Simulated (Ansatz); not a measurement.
Relaxed-ion elastic tensor of TaRu (rock salt, space group No. 225) in GPa (Voigt order), the program Ansatz at the PBEsol level (PAW); density 13.74 g/cm³, 17.05 Å³ per atom.

```csv
,1,2,3,4,5,6
1,401,128,128,0.0,0.0,0.0
2,128,401,128,0.0,0.0,0.0
3,128,128,401,0.0,0.0,0.0
4,0.0,0.0,0.0,-24.0,0.0,0.0
5,0.0,0.0,0.0,0.0,-24.0,0.0
6,0.0,0.0,0.0,0.0,0.0,-24.0
```

Problem. Is the crystal mechanically stable?

Solution. No: the smallest eigenvalue of C is -24.0 GPa.

Space group Fm-3m (rock salt). The start of the workflow was typed in or built on a structure type; neither database checked (COD, Materials Project) lists it. COD files the formula under space group No. 123, 221, so this cell is another polymorph or a model. Its standing as an ambient phase is unchecked. The PBEsol relaxation kept the symmetry of its start. At this level the phase is mechanically unstable. No spin polarisation was allowed. Its formation energy is positive at this level, so the cell may be metastable or incomplete. As this level gives no gap, shear constants depend on the k-mesh and smearing (Fermi–Dirac, 0.1 eV here). Scalar-relativistic: spin–orbit coupling is off unless named, which matters more the heavier the elements.

Potentials: the later of the program's two PAW sets.
